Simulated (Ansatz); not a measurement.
The geometry is COD entry 9008482, unchecked; take it as a test cell. The listed cell was then made from it by scaling, straining or moving an atom.

Rh: DFT, LDA, PAW with Ansatz's default frozen-core files, scalar-relativistic (Ansatz 0.2.0). What sets it apart from a plain run of this crystal: equal xx and yy strain of -2 %.

Command: `ansatz run input.yaml --threads 1 --pin off --max-ram 3072MiB --backend cpu --events-out ev --progress --plain --runs-dir out` The run took 2.3 s on 1 thread of Intel(R) Xeon(R) 6975P-C (Granite Rapids), with other jobs on the host, peak memory 0.43 GiB.

```yaml
crystal:
  lattice:
    - [0.0, 1.863519, 1.90155]
    - [1.863519, 0.0, 1.90155]
    - [1.863519, 1.863519, 0.0]
  atoms:
    - { symbol: Rh, position: [0.0, 0.0, 0.0] }
kpoints:
  mp_grid: { grid: [16, 16, 16] }
scf:
  occupations: { method: fermi_dirac, width: 0.03 }
hamiltonian:
  xc: lda
  pseudopotentials: { kind: paw }
output:
  forces: true
  stress: true
  eigenvalues: true
  efg: { contact_densities: true }
```

Output (standing set-up lines are left out):

```
Crystal: 1 atoms, lattice volume = 13.207 Å³
Basis set: ecut = 420 eV, 267 PW (Γ)
Symmetry: 16 space group operations
Space group: I4/mmm (ITA 139), of the structure as read, at distance tolerance 2.4e-5 Å
k-points: 349 of 4096
SCF iter   1: F=—  HF=-6278.649094 eV  |F-HF|=—  |Δ(HF+E_count)|=         —  Δρ=1.06e-2  dr2=8.09e-3  ethr=1.77e-3  ⟨swp⟩=5.2  Hψ=25447  notcnv=0
preconditioner: auto → none  [metal: Δε(μ)=0.006 eV  Ē_g=14.425 eV  σ=0.030 eV  W_gap=0.05  n_scr=0 (ndim 8)  ℏωp=30.7 eV  f_vac=0.000  D(μ)=1.46/eV (n_scr^D=14)]
SCF iter   2: F=—  HF=-6278.647043 eV  |F-HF|=—  |Δ(HF+E_count)|=   2.05e-3  Δρ=4.80e-3  dr2=1.14e-3  ethr=4.76e-5  ⟨swp⟩=2.5  Hψ=10620  notcnv=0  defer=37
SCF iter   3: F=—  HF=-6278.646768 eV  |F-HF|=—  |Δ(HF+E_count)|=   2.76e-4  Δρ=2.44e-3  dr2=1.34e-4  ethr=6.70e-6  ⟨swp⟩=2.5  Hψ=6985  notcnv=0  defer=37
SCF iter   4: F=—  HF=-6278.646746 eV  |F-HF|=—  |Δ(HF+E_count)|=   2.17e-5  Δρ=1.12e-4  dr2=3.79e-7  ethr=7.87e-7  ⟨swp⟩=2.0  Hψ=4849  notcnv=0  defer=37
SCF iter   5: F=—  HF=-6278.646747 eV  |F-HF|=—  |Δ(HF+E_count)|=   4.34e-7  Δρ=3.67e-5  dr2=2.81e-8  ethr=2.23e-9  ⟨swp⟩=2.4  Hψ=7607  notcnv=0  defer=37
SCF iter   6: F=-6278.646747 eV  HF=-6278.646747 eV  |F-HF|=3.11e-10  |Δ(HF+E_count)|=   5.49e-9  Δρ=5.63e-6  dr2=6.75e-10  ethr=1.65e-10  ⟨swp⟩=2.9  Hψ=14161  notcnv=0
SCF 1 converged in 6 iterations: F = -6278.646747 eV  dr2 = 6.75e-10
  greatest PAW one-centre occupation: 1.000 electrons in one spin orbital (limit 2), on the Rh atom at site 0 (counted from 0), in its partial waves of l = 0
SCF converged after 6 iterations
Free energy (F): -6278.646747 eV
Harris-Foulkes:  -6278.646747 eV  (|F-HF|=3.11e-10)
Internal energy: -6278.642505 eV  (E = F + TS)
E sigma→0 (E₀):  -6278.644626 eV
Entropy (-TS):   -0.004241 eV (-4.241 meV/atom)
Fermi energy:    23.236273 eV
--- Per-component energies (eV) ---
  E_band       = -72.639224
  E_kinetic    = 574.847015
  E_local      = -1518.873326  (includes V_loc(G=0)·N_el)
  E_nonlocal   = 360.236849
  E_hartree    = 532.098292
  E_xc         = -221.255442
  E_vxc        = -278.998766  (∫ρ·V_xc dr)
  E_paw        = -3463.857572  (= ΣΔE_a)
  E_vpaw       = -274.048049  (= ΣTr[D̂ρ^β])
  E_aug_tail   = 0.000724  (compensation charges beyond the density's cutoff)
  E_ewald      = -2542.461527
  E_core_change = 0.622482  (= ΣΔE_core)
  E_smearing   = -0.004241  (= −TS)
  E_closure    = -0.000000  (closes the sum)
  Σ components = -6278.646747   (vs F -6278.646747, Δ=0.00e0)
--- Forces (eV/Å), atoms counted from 1 ---
  atom   1  Rh     0.00000000    -0.00000000    -0.00000000
  max |Σ_I F_I| component: 3.45e-31 eV/Å
--- Stress (GPa, compression-positive) ---
        2.317728       0.000000       0.000000
        0.000000       2.317728       0.000000
        0.000000       0.000000      -3.127231
  P = ⅓ Tr σ = 0.5027 GPa (5.027 kbar)
--- PAW observables at the nuclei: V_zz in 10²¹ V/m², potentials from the cell's mean, atoms counted from 1 ---
  atom   1  Rh V_zz =    +0.163057   η = 0.0000   by run symmetry: allowed
            electrostatic potential = -7030.921798 V   contact ρ = 786621.030624 e/Å³
--- Band table (eV; the first three rows and the last of 349) ---
  k-point 0: bands = ["-55.6068", "-23.0850", "-23.0752", "-23.0752", "14.8930", "19.7874", "20.0228", "20.0228", "22.0577", "22.3433", "38.9890", "44.0574", "44.6899"]
  k-point 1: bands = ["-55.6016", "-23.1127", "-23.0861", "-23.0792", "15.0570", "19.7912", "20.0098", "20.0884", "22.0252", "22.3009", "39.2326", "43.6164", "44.5782"]
  k-point 2: bands = ["-55.5871", "-23.2072", "-23.1009", "-23.0906", "15.5194", "19.6767", "20.1098", "20.2551", "21.9713", "22.2123", "39.8702", "42.0653", "45.2145"]
  k-point 348: bands = ["-55.4344", "-23.8777", "-23.3666", "-23.3666", "16.5221", "16.9020", "23.8737", "24.3049", "24.3049", "26.2000", "35.5774", "36.8839", "36.8839"]
```
